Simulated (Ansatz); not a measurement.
Relaxation of a relaxed W cell stretched uniformly to 115 % of its volume; 1 atom in the cell, which starts as Im-3m (No. 229), cI2; a = 3.3210 Å, b = 3.3210 Å, c = 3.3210 Å, α = 90.00°, β = 90.00°, γ = 90.00°. Level of theory: r2SCAN (plane waves to 500 eV, PAW, scalar-relativistic; Ansatz, a first-principles code). Γ-centred k-mesh 14×14×14 on the run's cell (coarser than for final values), Fermi–Dirac smearing 0.05 eV. This is the first round of the run. 

The optimiser's lines from the output (shortened; P is positive under compression):

```
relax step   1: F+E_penalty+E_count = -10397.97192687 eV  Δ(F+E_penalty+E_count) = +0.000e0 eV  max|allowed force component| = 0.000e0 eV/Å  Δτ_max = 0.0000 Å  P = -33.457 GPa  Ω = 18.314 Å³  (6 SCF iters, dr2 threshold 1.00e-7 eV, accepted)
relax step   2: F+E_penalty+E_count = -10398.25122830 eV  Δ(F+E_penalty+E_count) = -2.793e-1 eV  max|allowed force component| = 0.000e0 eV/Å  Δτ_max = 0.0000 Å  P = +3.594 GPa  Ω = 15.764 Å³  (6 SCF iters, dr2 threshold 1.00e-7 eV, accepted)
relax step   3: F+E_penalty+E_count = -10398.25297061 eV  Δ(F+E_penalty+E_count) = -1.742e-3 eV  max|allowed force component| = 0.000e0 eV/Å  Δτ_max = 0.0000 Å  P = -0.863 GPa  Ω = 15.980 Å³  (4 SCF iters, dr2 threshold 1.00e-7 eV, accepted)
relax step   4: F+E_penalty+E_count = -10398.25309853 eV  Δ(F+E_penalty+E_count) = -1.279e-4 eV  max|allowed force component| = 0.000e0 eV/Å  Δτ_max = 0.0000 Å  P = -0.011 GPa  Ω = 15.937 Å³  (3 SCF iters, dr2 threshold 1.00e-7 eV, accepted)
relax step   5: F+E_penalty+E_count = -10398.25244367 eV  Δ(F+E_penalty+E_count) = +6.549e-4 eV  max|allowed force component| = 0.000e0 eV/Å  Δτ_max = 0.0000 Å  P = -0.007 GPa  Ω = 15.937 Å³  stress off target by 7.10e-3 GPa  SCF on the basis re-selected at this cell (its energy is not comparable with the rows above)  (6 SCF iters)
```

From the first to the last row the energy changes by -0.28 eV/atom and the volume by -13.0 %. The last row is marked as not comparable with the walk above it, whose basis was carried along; it does compare with step 1, since both stand on a basis selected at the nominal cutoff for their own cell.

Later rounds, restarted from the end of this one on a renewed k-mesh, logged 4 more steps and released under 0.01 eV/atom more. The final structure after all rounds: Im-3m (No. 229), cI2, bcc (W type); a = b = c = 3.1698 Å, α = β = γ = 90.00°. Between re-selections the logged energies stand on a plane-wave basis carried along with the cell. No spin polarisation in the result.

The run could not lose the symmetry of its start.
